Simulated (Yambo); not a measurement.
```xyz
2
Lattice="0.0000 2.4352 2.4352 2.4352 0.0000 2.4352 2.4352 2.4352 0.0000" Properties=species:S:1:pos:R:3 pbc="T T T"
Be     0.0000     0.0000     0.0000
S      1.2176     1.2176     1.2176
```

BeS (zinc blende, space group F-43m, No. 216): mean Im ε in 1 eV windows above the direct gap of 7.56 eV, for different electron-hole kernels (Yambo, broadening 0.15 eV, norm-conserving PBE (Quantum ESPRESSO, 88 Ry, without SOC) bands; 10×10×10 mesh, 3 valence and 4 conduction bands, static screening with 15 bands and a 4 Ry block, scissor 1.89 eV, Tamm-Dancoff; field along x).

```
window (eV)   independent quasiparticles  RPA (no attraction)  BSE
------------  --------------------------  -------------------  ---
7.6 to 8.6                            11                  7.2   13
8.6 to 9.6                            16                   11  6.8
9.6 to 10.6                           11                   10  4.0
10.6 to 11.6                         4.2                  4.9  2.8
11.6 to 12.6                         4.2                  4.9  2.4
```

This run doesn't resolve bound excitons or single peaks, so only averages are given, and they too depend on the mesh; weight that the attraction moves below the gap isn't listed. All transitions below 13.10 eV are in the band window. The scissor comes from a G0W0 run whose convergence isn't established.

Geometry of the Materials Project entry, not relaxed at this level.
